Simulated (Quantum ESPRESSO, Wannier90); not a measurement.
**W (bcc (W type)), plane waves to Wannier functions**

```
W
1.0
   -1.58516     1.58516     1.58516
    1.58516    -1.58516     1.58516
    1.58516     1.58516    -1.58516
W
1
Direct
  0.00000   0.00000   0.00000
```

Cell from Materials Project (mp-91), symmetrised, no further relaxation. This is the element's usual structure. Computed values, not measurements, from PBEsol: Quantum ESPRESSO (norm-conserving PseudoDojo potentials, cutoff 60 Ry, no spin polarisation, no spin-orbit coupling) on a Γ-centred 12×12×12 mesh, then Wannier90. Density: 18×18×18 mesh, cold smearing 0.01 Ry. Spin-orbit coupling is left out although heavy elements are present.

Base run: 9 functions from bands 5-21 of the 21 computed, start hydrogen-like W: s;p;d, frozen window up to 1.50 eV relative to the Fermi level, outer window open. One setting was then changed (edges relative to the Fermi level; misfit to pw.x on a path, for states up to 1.0 eV relative to the Fermi level).

```
run      Ω_I (Å²)  rms misfit (meV)  worst (meV)
-------  --------  ----------------  -----------
base         9.09               2.5           24
changed      8.60               868         2436
```

Task: Which change was made?
(A) only the lowest 13 of the kept bands
(B) no frozen window
(C) frozen window to 2.50 eV
(D) frozen window to 1.00 eV
(E) frozen window to 0.50 eV

Result: B, no frozen window. The others give:

| run | Ω_I (Å²) | rms misfit (meV) | worst (meV) |
|---|---|---|---|
| frozen window to 0.50 eV | 9.05 | 20 | 277 |
| frozen window to 2.50 eV | 9.12 | 1.4 | 7.1 |
| frozen window to 1.00 eV | 9.07 | 6.1 | 63 |
| only the lowest 13 of the kept bands | 11.19 | 6.5 | 36 |
